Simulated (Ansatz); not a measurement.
TlHg:
```
CELL_PARAMETERS angstrom
      3.74825     0.00000     0.00000
      0.00000     3.74825     0.00000
      0.00000     0.00000     3.74825
ATOMIC_POSITIONS crystal
  Tl 0.50000 0.50000 0.50000
  Hg 0.00000 0.00000 0.00000
```

Relaxed with PBEsol. Special points in fractions of this cell's reciprocal vectors: Γ (0.000, 0.000, 0.000); X (0.000, 0.500, 0.000); M (0.500, 0.500, 0.000); R (0.500, 0.500, 0.500).

Q: List the band energies nearest the Fermi level at these points for PBEsol with spin–orbit coupling in the plane-wave PAW code Ansatz.

A: In eV from the Fermi level; about four levels below and three above (degenerate sets whole), none deeper than 8.9 eV; points with the same levels are listed once.

```json
[
 {"k": "Γ", "below": "-6.13 -6.13 -6.13 -6.13 -5.79 -5.79", "above": "0.66 0.66 1.11 1.11"},
 {"k": "X", "below": "-6.00 -6.00 -5.10 -5.10", "above": "4.60 4.60 5.07 5.07"},
 {"k": "M", "below": "-2.38 -2.38 -2.22 -2.22", "above": "6.29 6.29 7.55 7.55"},
 {"k": "R", "below": "-3.75 -3.75 -1.46 -1.46", "above": "0.96 0.96 1.33 1.33"}
]
```

Space group Pm-3m (CsCl type). The workflow started from an entry of the Crystallography Open Database (COD). Its standing as an ambient phase is unchecked. The cell was relaxed with PBEsol under the symmetry of its start. At this level the phase is mechanically unstable.

Potentials: the later of the program's two PAW sets.
